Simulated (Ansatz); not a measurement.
## Run record: bands, slopes and optics on a fine k mesh of PbSe (Fm-3m)

Computed with LDA, PAW on Ansatz 0.2.0's default frozen-core files (fitted under PBE), scalar-relativistic; not a measurement.

The cell comes from a PAW relaxation under the same functional.

Command line:

```sh
ansatz run input.yaml --threads 1 --pin off --max-ram 3072MiB --backend cpu --events-out ev --progress --plain --runs-dir out
```

input.yaml:

```yaml
crystal:
  lattice:
    - [0.0, 3.02039185732, 3.02039185732]
    - [3.02039185732, 0.0, 3.02039185732]
    - [3.02039185732, 3.02039185732, 0.0]
  atoms:
    - { symbol: Pb, position: [0.0, 0.0, 0.0] }
    - { symbol: Se, position: [0.5, 0.5, 0.5] }
kpoints:
  mp_grid: { grid: [10, 10, 10] }
scf:
  occupations: { method: fermi_dirac, width: 0.1 }
hamiltonian:
  xc: lda
  pseudopotentials: { kind: paw }
output:
  forces: true
  stress: true
  eigenvalues: true
  eigenstates:
    nscf_kmesh: { grid: [16, 16, 16] }
    de_dk: true
    e_range: [-14, 14]
  optics:
    e_range: [0, 30]
    de: 0.2
    sigma: 0.1
    bands: { spectra_wanted_up_to: 30 }
    nscf_kmesh: { grid: [16, 16, 16] }
    drude_damping: 0.2
checkpoint:
  write: ck
  write_wavefunctions: false
```

The program printed:

```
Warning: RAYON_NUM_THREADS=1 ignored (pool sized by the plan → 1); use --threads N
Engine: ansatz 0.2.0, aarch64-unknown-linux-gnu
Pseudopotentials: kind: paw
Pseudopotential: Pb, paw, valence charge 14, recommended cutoff 420 eV (normal), Pb.paw.azcp
Pseudopotential: Se, paw, valence charge 16, recommended cutoff 420 eV (normal), Se.paw.azcp
Functional definition: SPW92
  exchange = slater_x
  correlation = pw_c
Crystal: 2 atoms, lattice volume = 55.109 Å³
Basis set: ecut = 420 eV, 1067 PW (Γ)
Bands: 19, of which v1, the nominal top of the filled ones, is band 15 counted from 1 (14 counted from 0)
Symmetry: 48 space group operations
Space group: Fm-3m (ITA 225), of the structure as read, at distance tolerance 3.8e-5 Å
k-points: 47 of 1000
Non-local potential: Pb, projectors of the file, l = 0: 2, l = 1: 2, l = 2: 2, l = 3: 2
Non-local potential: Se, projectors of the file, l = 0: 2, l = 1: 2, l = 2: 3, l = 3: 1
PAW form: soft (Blöchl's): semilocal exchange-correlation on the pseudo side does not see the compensation charge
PAW frozen core: Pb, regenerated for the run's functional, and the local potential with it (the file was generated under x = pbe(κ = 0.804, μ = 0.2195149727645171), c = pbe(β = 0.06672455060314922))
PAW frozen core: Se, regenerated for the run's functional, and the local potential with it (the file was generated under x = pbe(κ = 0.804, μ = 0.2195149727645171), c = pbe(β = 0.06672455060314922))
PAW one-centre angular grid: Pb, 590 points (default); XC on 64 Gauss nodes
PAW one-centre angular grid: Se, 590 points (default); XC on 64 Gauss nodes
Initial density: superposition of atomic densities (neutral atoms: chi_scale 0, normalization atom), corrected by the library's trained network
Initial wavefunctions: pseudopotential atomic-orbital guess
Functional: x = slater, c = lda
SCF iter   1: F=—  HF=-16986.661152 eV  |F-HF|=—  |Δ(HF+E_count)|=         —  Δρ=4.28e-3  dr2=6.93e-3  ethr=1.77e-3  ⟨swp⟩=5.7  Hψ=4254  notcnv=0
[... 4 lines left out ...]
SCF iter   5: F=—  HF=-16986.657415 eV  |F-HF|=—  |Δ(HF+E_count)|=   2.21e-6  Δρ=2.87e-5  dr2=5.21e-7  ethr=2.52e-8  ⟨swp⟩=2.0  Hψ=1601  notcnv=0
SCF iter   6: F=—  HF=-16986.657415 eV  |F-HF|=—  |Δ(HF+E_count)|=   7.41e-7  Δρ=7.99e-6  dr2=4.12e-8  ethr=1.74e-9  ⟨swp⟩=2.0  Hψ=1582  notcnv=0
SCF iter   7: F=—  HF=-16986.657415 eV  |F-HF|=—  |Δ(HF+E_count)|=   1.27e-8  Δρ=3.47e-6  dr2=7.29e-9  ethr=1.37e-10  ⟨swp⟩=2.0  Hψ=1601  notcnv=0
SCF iter   8: F=—  HF=-16986.657415 eV  |F-HF|=—  |Δ(HF+E_count)|=   4.39e-9  Δρ=9.07e-7  dr2=5.08e-10  ethr=2.43e-11  ⟨swp⟩=2.0  Hψ=1560  notcnv=0
SCF iter   9: F=-16986.657415 eV  HF=-16986.657415 eV  |F-HF|=1.09e-11  |Δ(HF+E_count)|=  3.13e-10  Δρ=1.12e-7  dr2=6.92e-12  ethr=1.00e-12  ⟨swp⟩=4.7  Hψ=4790  notcnv=0
SCF 1 converged in 9 iterations: F = -16986.657415 eV  dr2 = 6.92e-12
  greatest PAW one-centre occupation: 1.000 electrons in one spin orbital (limit 2), on the Se atom at site 1 (counted from 0), in its partial waves of l = 2
NSCF: frozen V_eff on 145 k-points
NSCF: frozen V_eff on 145 k-points
output.optics: what the bands over the 65 summed would add to eps1, eps2 and the energy-loss function is held between a lower and an upper bound (4 Lanczos steps). eps1, eps2 and their loss function (loss_summed_bands) are given ...
SCF converged after 9 iterations
Free energy (F): -16986.657415 eV
Harris-Foulkes:  -16986.657415 eV  (|F-HF|=1.09e-11)
Internal energy: -16986.655550 eV  (E = F + TS)
E sigma→0 (E₀):  -16986.656482 eV
Entropy (-TS):   -0.001865 eV (-0.932 meV/atom)
Fermi energy:    9.396934 eV
--- Per-component energies (eV) ---
  E_band       = -421.036671
  E_kinetic    = 408.198343
  E_local      = -3476.046668  (includes V_loc(G=0)·N_el)
  E_nonlocal   = -235.224312
  E_hartree    = 1617.517624
  E_xc         = -323.904646
  E_vxc        = -233.383167  (∫ρ·V_xc dr)
  E_paw        = -11927.485381  (= ΣΔE_a)
  E_vpaw       = -119.615454  (= ΣTr[D̂ρ^β])
  E_aug_tail   = -0.000512  (compensation charges beyond the density's cutoff)
  E_ewald      = -3051.849646
  E_core_change = 2.139649  (= ΣΔE_core)
  E_smearing   = -0.001865  (= −TS)
  E_closure    = -0.000000  (closes the sum)
  Σ components = -16986.657415   (vs F -16986.657415, Δ=0.00e0)
--- Forces (eV/Å), atoms counted from 1 ---
  atom   1  Pb    -0.00000000     0.00000000    -0.00000000
  atom   2  Se    -0.00000000    -0.00000000    -0.00000000
  max |Σ_I F_I| component: 2.78e-30 eV/Å
--- Stress (GPa, compression-positive) ---
       -0.004911       0.000000      -0.000000
       -0.000000      -0.004911      -0.000000
        0.000000      -0.000000      -0.004911
  P = ⅓ Tr σ = -0.0049 GPa (-0.049 kbar)
--- Fermi surface from the table of eigenstates not read: on its mesh, or on one of the eight of every second point, the electrons fill whole bands (an insulator's do; a metal wants a denser output.eigenstates.nscf_kmesh) ---
```

The calculation finished and met its thresholds.

Head of eigenstates.tsv:

```
# spin	ik	k_frac_1	k_frac_2	k_frac_3	k_cart_x_inv_ang	k_cart_y_inv_ang	k_cart_z_inv_ang	n_plane_waves	band	set	set_size	e_ev	residual_ev	de_dk_x_ev_times_ang	de_dk_y_ev_t
# format = ansatz-eigenstates/6
# source = nscf_kmesh_points
# nscf_kmesh_grid = 16 16 16
# nscf_kmesh_shift = 0 0 0
# n_kpoints = 145
# n_rows = 1301
# fermi_ev = 9.396933954494578e0
# fermi_mp_grid = 10 10 10
# fermi_mp_shift = 0 0 0
# fermi_n_kpoints = 47
# fermi_n_bands = 19
# fermi_largest_filled_residual_ev = 9.10147912366287e-6
# n_electrons = 3e1
# occupation_method = fermi_dirac
# smearing_width_ev = 1e-1
# xc_rung = lda
# e_minus_fermi_range_ev = -1.4e1 1.4e1
# overlap = augmented
# smooth_dims = 30 30 30
# scf_smooth_dims = 30 30 30
# fft_grid_basis = 1 0 0 0 1 0 0 0 1
# n_bands_solved = 22
# n_bands_printed_max = 19
# set_resolution_ev = 3.050421213831712e-6
# degenerate_levels = group_imposed
```

**Dielectric function**

Independent-particle optical response of a crystal from Kohn-Sham bands on the fine mesh, no local fields or excitons; Cartesian axes as in the input.

```json
{
 "Fine mesh": "16, 16, 16",
 "Line width": "0.1 eV",
 "Drude damping": "0.2 eV"
}
```

| photon energy (eV) | dielectric real xx | dielectric imag xx |
| --- | --- | --- |
| 1.8 | 35.92 | 23.36 |
| 3.6 | -11.64 | 12.53 |
| 5.4 | -2.829 | 2.864 |
| 7.2 | -1.66 | 3.193 |
| 9 | -1.288 | 2.145 |
| 10.8 | -1.01 | 1.545 |
| 12.6 | -0.645 | 0.919 |
| 14.4 | -0.15 | 0.404 |
| 16.2 | 0.36 | 0.308 |
| 18 | 0.783 | 0.587 |
| 19.8 | 0.498 | 0.474 |
| 21.6 | 0.436 | 0.328 |
| 23.4 | 0.652 | 0.202 |
| 25.2 | 0.814 | 0.23 |
| 27 | 0.891 | 0.282 |
| 28.8 | 0.796 | 0.26 |

**Optical peaks**

Highest local maxima between 0.6 eV and the top less 1.5 eV.

```json
{
 "Fine mesh": "16, 16, 16",
 "Window top": "30 eV",
 "Line width": "0.1 eV",
 "Drude damping": "0.2 eV",
 "Highest loss peak energy x": "15.01 eV",
 "Highest loss peak height x": "2.869",
 "Highest eps2 peak energy x": "2.419 eV",
 "Highest eps2 peak height x": "55.66"
}
```

Optical constants:

Normal incidence from vacuum, light polarised along x.

```
Fine mesh     : 16, 16, 16
Line width    : 0.1 eV
Drude damping : 0.2 eV
```

| photon energy (eV) | refractive index | extinction | reflectivity | loss function | absorption (×10⁵ cm⁻¹) |
| --- | --- | --- | --- | --- | --- |
| 0.6 | 5.335 | 0.454 | 0.471 | 0.0059 | 0.276 |
| 1.2 | 5.715 | 0.916 | 0.5023 | 0.0093 | 1.114 |
| 1.8 | 6.276 | 1.861 | 0.5549 | 0.0127 | 3.395 |
| 2.4 | 5.816 | 4.785 | 0.6646 | 0.0173 | 11.64 |
| 3 | 2.361 | 4.613 | 0.7101 | 0.0302 | 14.03 |
| 3.6 | 1.653 | 3.791 | 0.6912 | 0.0428 | 13.83 |
| 4.2 | 1.05 | 3.05 | 0.6891 | 0.0591 | 12.98 |
| 4.8 | 0.809 | 2.423 | 0.6461 | 0.0921 | 11.79 |
| 5.4 | 0.774 | 1.851 | 0.5293 | 0.1767 | 10.13 |
| 6 | 0.849 | 1.533 | 0.4114 | 0.276 | 9.323 |
| 6.6 | 1.197 | 1.25 | 0.2507 | 0.3335 | 8.364 |
| 7.2 | 0.985 | 1.622 | 0.4004 | 0.2465 | 11.83 |
| 7.8 | 1.433 | 1.4 | 0.2724 | 0.2491 | 11.06 |
| 8.4 | 0.96 | 1.666 | 0.4196 | 0.2341 | 14.18 |
| 9 | 0.779 | 1.377 | 0.3841 | 0.3427 | 12.56 |
| 9.6 | 0.782 | 1.34 | 0.3708 | 0.3618 | 13.04 |
| 10.2 | 0.739 | 1.328 | 0.3826 | 0.3682 | 13.72 |
| 10.8 | 0.646 | 1.195 | 0.3752 | 0.4535 | 13.08 |
| 11.4 | 0.602 | 1.113 | 0.3672 | 0.5231 | 12.86 |
| 12 | 0.533 | 1.002 | 0.3645 | 0.6436 | 12.19 |
| 12.6 | 0.489 | 0.94 | 0.3695 | 0.7288 | 12.01 |
| 13.2 | 0.471 | 0.829 | 0.3392 | 0.9443 | 11.1 |
| 13.8 | 0.378 | 0.758 | 0.3886 | 1.113 | 10.6 |
| 14.4 | 0.375 | 0.539 | 0.3127 | 2.173 | 7.871 |
| 15 | 0.438 | 0.393 | 0.2115 | 2.869 | 5.977 |
| 15.6 | 0.533 | 0.287 | 0.1235 | 2.28 | 4.53 |
| 16.2 | 0.646 | 0.238 | 0.0659 | 1.371 | 3.912 |
| 16.8 | 0.733 | 0.214 | 0.0384 | 0.9229 | 3.649 |
| 17.4 | 0.818 | 0.209 | 0.0229 | 0.6715 | 3.679 |
| 18 | 0.939 | 0.313 | 0.0263 | 0.6125 | 5.702 |
| 18.6 | 0.867 | 0.438 | 0.0569 | 0.8532 | 8.254 |
| 19.2 | 0.761 | 0.376 | 0.0612 | 1.103 | 7.313 |
| 19.8 | 0.77 | 0.308 | 0.0458 | 1.004 | 6.18 |
| 20.4 | 0.818 | 0.294 | 0.0352 | 0.8416 | 6.07 |
| 21 | 0.771 | 0.433 | 0.0723 | 1.093 | 9.225 |
| 21.6 | 0.701 | 0.234 | 0.049 | 1.102 | 5.121 |
| 22.2 | 0.761 | 0.203 | 0.0313 | 0.8023 | 4.565 |
| 22.8 | 0.756 | 0.162 | 0.0277 | 0.6872 | 3.748 |
| 23.4 | 0.817 | 0.124 | 0.0148 | 0.4339 | 2.932 |
| 24 | 0.856 | 0.127 | 0.0107 | 0.3888 | 3.101 |
| 24.6 | 0.877 | 0.124 | 0.0087 | 0.3539 | 3.092 |
| 25.2 | 0.911 | 0.126 | 0.0065 | 0.3214 | 3.226 |
| 25.8 | 0.916 | 0.134 | 0.0068 | 0.3349 | 3.517 |
| 26.4 | 0.926 | 0.133 | 0.0062 | 0.3219 | 3.562 |
| 27 | 0.955 | 0.148 | 0.0062 | 0.3229 | 4.039 |
| 27.6 | 0.946 | 0.163 | 0.0077 | 0.3624 | 4.551 |
| 28.2 | 0.933 | 0.184 | 0.0102 | 0.42 | 5.259 |
| 28.8 | 0.904 | 0.144 | 0.0082 | 0.3702 | 4.194 |
| 29.4 | 0.925 | 0.116 | 0.0051 | 0.2833 | 3.447 |
| 30 | 0.962 | 0.083 | 0.0022 | 0.1847 | 2.537 |

Keep in mind: frozen-core PAW files fitted under PBE, their cores solved anew for the functional of the run; no spin-orbit coupling on heavy atoms; two errors of opposite sign act on the gap: semilocal levels put it low, and leaving out spin-orbit coupling puts it high by tenths of an eV.

Time and hardware: 4.8 min on 1 thread of Arm Neoverse V2, with other jobs on the host, peak memory 1.5 GiB.
